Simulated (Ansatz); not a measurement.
Computed with DFT PBE, scalar-relativistic, plane waves, PAW (Ansatz). Settings: cutoff 420 eV, Γ-centred meshes spaced at most about 0.3 Å⁻¹, and about 0.25 Å⁻¹ or finer for metals (2π included), Gaussian smearing. No spin polarisation in the final relaxations.

All energies are static (0 K, no zero-point motion). All come from trial cells, and lower structures may exist.

Question: These unrelaxed guesses for SiBr are each relaxed within their symmetry. Order them by the energy at which they end, lowest first.
A.

```cif
data_structure
_symmetry_space_group_name_H-M 'Pmmm'
_symmetry_Int_Tables_number 47
_cell_length_a 3.1390
_cell_length_b 4.1780
_cell_length_c 4.2792
_cell_angle_alpha 90.000
_cell_angle_beta 90.000
_cell_angle_gamma 90.000
_cell_volume 56.12
loop_
_atom_site_label
_atom_site_type_symbol
_atom_site_symmetry_multiplicity
_atom_site_Wyckoff_symbol
_atom_site_fract_x
_atom_site_fract_y
_atom_site_fract_z
_atom_site_occupancy
Si1 Si 1 a 0.00000 0.00000 0.00000 1
Br1 Br 1 f 0.50000 0.50000 0.00000 1
```

B.

```cif
data_structure
_symmetry_space_group_name_H-M 'P6/mmm'
_symmetry_Int_Tables_number 191
_cell_length_a 4.5611
_cell_length_b 4.5611
_cell_length_c 5.5812
_cell_angle_alpha 90.000
_cell_angle_beta 90.000
_cell_angle_gamma 120.000
_cell_volume 100.55
loop_
_atom_site_label
_atom_site_type_symbol
_atom_site_symmetry_multiplicity
_atom_site_Wyckoff_symbol
_atom_site_fract_x
_atom_site_fract_y
_atom_site_fract_z
_atom_site_occupancy
Si1 Si 2 c 0.33333 0.66667 0.00000 1
Br1 Br 2 d 0.33333 0.66667 0.50000 1
```

C.

```cif
data_structure
_symmetry_space_group_name_H-M 'I4/mmm'
_symmetry_Int_Tables_number 139
_cell_length_a 4.5839
_cell_length_b 4.5839
_cell_length_c 4.9863
_cell_angle_alpha 90.000
_cell_angle_beta 90.000
_cell_angle_gamma 90.000
_cell_volume 104.77
loop_
_atom_site_label
_atom_site_type_symbol
_atom_site_symmetry_multiplicity
_atom_site_Wyckoff_symbol
_atom_site_fract_x
_atom_site_fract_y
_atom_site_fract_z
_atom_site_occupancy
Si1 Si 2 a 0.00000 0.00000 0.00000 1
Br1 Br 2 b 0.00000 0.00000 0.50000 1
```

Answer: A (ends in Pmmm, 0 meV/atom), B (ends in P6/mmm, 67 meV/atom), C (ends in Fm-3m, rock salt type, 256 meV/atom). Even the lowest end lies +0.43 eV/atom against the elements.

No dispersion correction is applied, so the spacing and binding between layers, chains or molecules are poorly described (Pmmm, P6/mmm), and this can change margins and order among such cells. In Pmmm, Fm-3m an odd number of electrons in the primitive cell allows no gap without spin; a larger cell or a magnetic state could open one. A magnetic state wasn't ruled out in cells without spin, among them Pmmm, Fm-3m. Cells relaxed within their symmetry can be saddle points. Some types were kept out of the candidates beforehand, so the set may lack a known form.
